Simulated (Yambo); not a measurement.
KMgH3 (cubic perovskite, space group Pm-3m, No. 221), G0W0@PBEsol in Yambo with this input:

```
rim_cut
gw0
dyson
el_el_corr
HF_and_locXC
ppa
em1d
RandQpts= 1000000
RandGvec= 1 Ry
EXXRLvcs= 84 Ry
VXCRLvcs= 336 Ry
Chimod= "HARTREE"
% BndsRnXp
 5 | 115 |
%
NGsBlkXp= 8 Ry
% LongDrXp
 1.0 | 1.0 | 1.0 |
%
PPAPntXp= 27.2114 eV
% GbndRnge
 1 | 115 |
%
GTermKind= "BG"
DysSolver= "n"
ExtendOut
```

On a 4×4×4 mesh, with wavefunctions cut at 84 Ry, the gap (X → R) is 4.636 eV and the valence edge shifts by -1.508 eV.

Q: What happens with this change: 3 Ry block?

A: The gap falls by 0.259 eV, to 4.377 eV; the shift of the valence edge becomes -1.252 eV. Neither run is shown to be the converged limit.

Geometry of the Materials Project entry, not relaxed at this level; primitive cell a = 3.9881 Å, b = 3.9881 Å, c = 3.9881 Å, α = 90.00°, β = 90.00°, γ = 90.00°.

A shift is the quasiparticle energy of the state minus its PBEsol energy.
